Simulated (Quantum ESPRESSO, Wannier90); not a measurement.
## Wannierisation of Ga₂AsP (R3m)

```xyz
4
Lattice="-1.9651 3.4037 0.0000 -3.9302 0.0000 0.0000 -1.9651 1.1346 6.4173" Properties=species:S:1:pos:R:3 pbc="T T T"
Ga     0.0000     0.0000     0.0470
Ga     1.9651    -1.1346     3.1606
P      1.9651    -1.1346     0.8017
As     0.0000     0.0000    -2.4051
```

Cell from Materials Project (mp-1224789), symmetrised, no further relaxation. Not found in the COD (Crystallography Open Database) copy used; not checked further. Level: PBEsol, spinors with spin-orbit coupling; pw.x of Quantum ESPRESSO at 68 Ry with PseudoDojo potentials, 4×4×4 k-points, Wannier90. Density: 10×10×10 mesh, cold smearing 0.01 Ry.

Bands 31-46 form an isolated set from -12.80 to 0.00 eV relative to the valence-band maximum (on the path) and are turned into 16 Wannier functions by minimising the spread from the start: SCDM (isolated).

Task: Where do the functions sit, how wide are they and what are they made of?

Result: 
```json
[
 {"functions": "6", "spread (Å²)": "1.80", "nearest atom, distance (Å)": "P 0.93", "second atom, distance (Å)": "Ga 1.46", "weight on atomic waves": "P 3p 46 %, Ga 4p 22 %, P 3s 16 %"},
 {"functions": "6", "spread (Å²)": "1.92", "nearest atom, distance (Å)": "As 0.95", "second atom, distance (Å)": "Ga 1.48", "weight on atomic waves": "As 4p 45 %, Ga 4p 23 %, As 4s 16 %"},
 {"functions": "2", "spread (Å²)": "2.03", "nearest atom, distance (Å)": "P 0.93", "second atom, distance (Å)": "Ga 1.43", "weight on atomic waves": "P 3p 45 %, Ga 4p 23 %, P 3s 15 %"},
 {"functions": "2", "spread (Å²)": "2.22", "nearest atom, distance (Å)": "As 0.94", "second atom, distance (Å)": "Ga 1.51", "weight on atomic waves": "As 4p 44 %, Ga 4p 24 %, As 4s 17 %"}
]
```

Ω_I = 28.38 Å², Ω_total = 30.85 Å²; the interpolated bands follow pw.x to 72 meV rms on the path. Only this start was tried; a symmetric start can stop on a saddle, and mixtures of these functions could lower the total by at most Ω_total − Ω_I.
